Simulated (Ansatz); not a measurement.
## Si$_{3}$N$_{4}$: pressure against volume

Si$_{3}$N$_{4}$, P6_3/m, a = 7.619 Å, c = 2.911 Å. The compound has several low-lying forms, and this is one of them. Ansatz: PBE+D3(BJ), PAW, 420 eV, Γ-centred 6×6×8 mesh on 14 atoms, Gaussian smearing 0.02 eV; no spin polarisation. Shape and atoms are relaxed at each volume; pressure is positive in compression.

```
V (Å³/atom) P (GPa)
      9.200    38.89
      9.514    27.03
      9.827    16.72
     10.141        ?
     10.455     0.00
     10.768    -6.73
     11.082   -12.56
     11.500   -19.11
```

Question: Take V0 = 10.455 Å³/atom, fit the third-order Birch–Murnaghan form to the other rows, and predict the missing pressure.

Answer: With the Eulerian strain f = ½[(V0/V)^(2/3) − 1] and y = P/[3f(1 + 2f)^(5/2)], the form is the line y = B0 + 1.5 B0 (B0′ − 4) f. Rows (f, y): 0.04450, 235.4; 0.03245, 237.3; 0.02108, 238.5; -0.00974, 241.9; -0.01904, 242.3; -0.03077, 242.6. Means f = 0.006413, y = 239.67; Σ(Δf)² = 0.004635, ΣΔfΔy = -0.4534; the slope is their ratio. y = 240.3 − 97.82 f GPa, so B0 = 240.3 GPa and B0′ = 4 + 2 × (-97.82)/(3 × 240.3) = 3.73. At V = 10.141, f = 0.01027, y = 239.30 and P = 7.76 GPa. The run gave 7.77 GPa, so the fit is 0.01 GPa too low, within the rms miss on the fitted rows (0.04 GPa).